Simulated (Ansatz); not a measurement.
## Electric field gradients in ZrGa$_{3}$

Level of theory: DFT LDA, scalar-relativistic, plane waves, PAW in Ansatz 0.2.0. Settings: 420 eV plane-wave cutoff, Γ-centred 14×14×14 mesh, Fermi-Dirac smearing of 0.15 eV. No spin polarisation.

The cell, relaxed at this level:
```xyz
4
Lattice="-1.9139 1.9139 4.4729 1.9139 -1.9139 4.4729 1.9139 1.9139 -4.4729" Properties=species:S:1:pos:R:3 pbc="T T T"
Zr    0.0000    0.0000    0.0000
Ga    0.0000    0.0000    4.4729
Ga    0.0000    1.9139    2.2364
Ga    1.9139    0.0000    2.2364
```

In a metal these results depend on the k mesh and the smearing. Spin–orbit coupling is left out, which matters for gradients at heavy nuclei.

Problem. Give V_zz (10²¹ V/m²) and the asymmetry η at each distinct site.

Solution.
```tsv
atom	V_zz	η
Zr (atom 1)	-1.54	0.00
Ga (atom 2)	11.30	0.00
Ga (atom 3)	-4.00	0.00
```

Cost: 1 run of about 0.28 core-minutes, on Arm Neoverse V2 (shared hosts).